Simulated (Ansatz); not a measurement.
Below is a relaxed structure of AlO2. The cell was found from a structure generator's guess, not taken from experiment.

Computed with Ansatz 0.2.0, DFT PBE, scalar-relativistic, plane waves, PAW. Cutoff 420 eV, Γ-centred mesh, Gaussian smearing, collinear spin.

```
CELL_PARAMETERS angstrom
3.52840 0.00000 0.00000
0.00000 3.52840 0.00000
0.00000 0.00000 5.41445
ATOMIC_POSITIONS crystal
Al 0.50000 0.50000 0.00000
O 0.50000 0.00000 0.00000
O 0.00000 0.50000 0.00000
```

Formation energies are uncorrected and refer to the elements' standard structures at the same level (O₂ as a molecule).

Q: What space group does it have?

A: P4/mmm (No. 123). Conventional cell: a = 3.528 Å, c = 5.414 Å. Around Al lie 4 O at 1.76 Å; around O lie 2 Al at 1.76 Å.

Q: How far does it lie from the elements in energy?

A: −1.68 eV/atom. It lies below the elements, which doesn't yet make it stable against other compounds or structures.

Q: Is it a metal?

A: Yes, bands cross the Fermi level on the 14×14×10 mesh.

Q: Which magnetic moments does it keep?

A: 0.26 μB per atom net, the space between the atoms included; by site: O 0.3 (×2) μB.

The last run used collinear spin, a 14×14×10 mesh (in the run's order of axes) for its 3-atom cell and Gaussian smearing of 0.10 eV. No dispersion correction is applied, so the spacing and binding between layers, chains or molecules are poorly described. Another magnetic order may lie lower. A structure relaxed within its symmetry needn't be a true minimum.
